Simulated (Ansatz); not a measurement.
VN (NiAs type, P6_3/mmc) at seven volumes, DFT-HSE06 in the program Ansatz with PAW potentials, shape and atoms relaxed at each. One row is withheld.

| V (Å³/atom) | P (GPa) |
|---|---|
| 7.603 | 42.10 |
| 7.854 | 25.79 |
| 8.104 | 11.86 |
| 8.355 | -0.03 |
| 8.606 | -10.19 |
| 8.856 | ? |
| 9.107 | -26.26 |

Fit the shown pressures and predict the withheld one.

Third-order Birch–Murnaghan: P = (3/2)B₀(x^(7/2) − x^(5/2))[1 + (3/4)(B′ − 4)(x − 1)] with x = (V₀/V)^(2/3). Least squares on the six rows gives V₀ = 8.354 Å³/atom, B₀ = 365.6 GPa, B′ = 4.25. At V = 8.856, x = 0.9618 and P = -18.85 GPa. The run itself gave -18.87 GPa.

A made-up cell: these elements were put on the sites of a structure type; the Crystallography Open Database copy checked does not list it. It is not the phase usual at ambient conditions (space group No. 225). The cell was relaxed with HSE06 under the symmetry of its start; its stability against distortions is not shown here. The workflow began spin-polarised and lost its moments. The volume moved by -22 % from the start of the relaxation. The hybrid run found no gap, on a coarse k-mesh.

Potentials: the later of the program's two PAW sets.
